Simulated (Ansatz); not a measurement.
Co:
```cif
data_Co6
_chemical_formula_sum 'Co6'
_space_group_name_H-M_alt 'P 1'
_space_group_IT_number 1
_cell_length_a 4.53474
_cell_length_b 4.53474
_cell_length_c 4.53474
_cell_angle_alpha 60.000
_cell_angle_beta 60.000
_cell_angle_gamma 60.000
loop_
_space_group_symop_operation_xyz
  'x, y, z'
loop_
_atom_site_label
_atom_site_type_symbol
_atom_site_fract_x
_atom_site_fract_y
_atom_site_fract_z
_atom_site_occupancy
Co1 Co 0.75000 0.75000 0.75000 1
Co2 Co 0.50000 0.50000 0.50000 1
Co3 Co 0.12500 0.12500 0.62500 1
Co4 Co 0.12500 0.62500 0.12500 1
Co5 Co 0.12500 0.12500 0.12500 1
Co6 Co 0.62500 0.12500 0.12500 1
```
The run is spin-polarised; directions of the spins, atom by atom: ↑ ↑ ↑ ↑ ↑ ↑.

Relaxed with PBEsol.

Question: Which orbitals make up the states near the Fermi level in PBEsol in the plane-wave PAW code Ansatz?

Answer: Within 0.5 eV of the Fermi level: Co 3d 94 %. Projections are on Löwdin-orthogonalised atomic valence shells; empty p or d shells of many metals are not among them.

Question: Tabulate the density of states.

Answer: States/eV per cell of 6 atoms, in 0.25 eV bins, energy from the Fermi level.

```
E (eV)  total  Co 3d  Co 4s  Co 3p
------  -----  -----  -----  -----
-7.85    0.57   0.03   0.53   0.01
-7.60    0.65   0.04   0.60   0.01
-7.35    0.76   0.07   0.68   0.01
-7.10    0.91   0.11   0.78   0.01
-6.85    0.94   0.13   0.78   0.01
-6.60    0.88   0.17   0.69   0.01
-6.35    1.27   0.47   0.77   0.02
-6.10    2.01   0.94   1.03   0.02
-5.85    2.17   0.92   1.20   0.02
-5.60    2.22   1.15   1.03   0.02
-5.35    5.31   3.62   1.61   0.03
-5.10    5.34   3.97   1.29   0.02
-4.85    5.06   4.05   0.93   0.02
-4.60    4.59   3.56   0.94   0.02
-4.35    6.55   5.34   1.07   0.02
-4.10   10.82   9.78   0.86   0.02
-3.85    9.72   8.78   0.74   0.02
-3.60   11.85  10.70   0.81   0.03
-3.35   10.44   9.23   0.73   0.03
-3.10    5.55   4.87   0.37   0.01
-2.85    8.80   7.97   0.46   0.02
-2.60   13.91  13.23   0.33   0.02
-2.35   15.67  14.81   0.39   0.02
-2.10   13.22  11.99   0.50   0.02
-1.85   15.96  15.03   0.32   0.01
-1.60   10.52  10.20   0.15   0.01
-1.35   13.29  12.99   0.19   0.01
-1.10    7.91   7.53   0.25   0.01
-0.85    8.36   7.95   0.26   0.01
-0.60    9.47   8.99   0.32   0.01
-0.35    4.83   4.44   0.31   0.00
-0.10    5.14   4.72   0.34   0.00
0.15     9.79   9.28   0.39   0.00
0.40    10.16   9.56   0.45   0.01
0.65    11.79  11.13   0.50   0.00
0.90     6.85   6.04   0.58   0.00
1.15     3.41   2.58   0.60   0.00
1.40     3.27   2.32   0.63   0.00
1.65     2.67   1.59   0.66   0.00
1.90     1.82   0.86   0.54   0.00
2.15     2.26   0.86   0.69   0.00
2.40     2.40   0.91   0.73   0.00
2.65     1.99   0.69   0.56   0.00
2.90     1.81   0.49   0.39   0.00
3.15     1.51   0.38   0.33   0.00
3.40     1.42   0.40   0.37   0.00
3.65     1.24   0.33   0.31   0.00
3.90     1.18   0.29   0.26   0.00
4.15     0.86   0.19   0.19   0.00
4.40     0.69   0.13   0.16   0.00
4.65     0.62   0.10   0.15   0.00
```

Space group Fd-3m. The first step of the workflow began from a Materials Project structure, measured or hypothetical; the Crystallography Open Database copy checked does not list it. It is not the phase usual at ambient conditions (space group No. 194). Symmetry was held in the PBEsol relaxation; its stability against distortions is not shown here. Spin order of the final state: ferromagnetic, chosen from 4 collinear starts compared on coarse meshes (ties went to the first, and starts can fall back to one state), not a proven ground state.

Potentials: the earlier of the program's two PAW sets. The files were generated under PBE; for other functionals the program regenerates the frozen cores, and for LDA and PBEsol the local potential too.
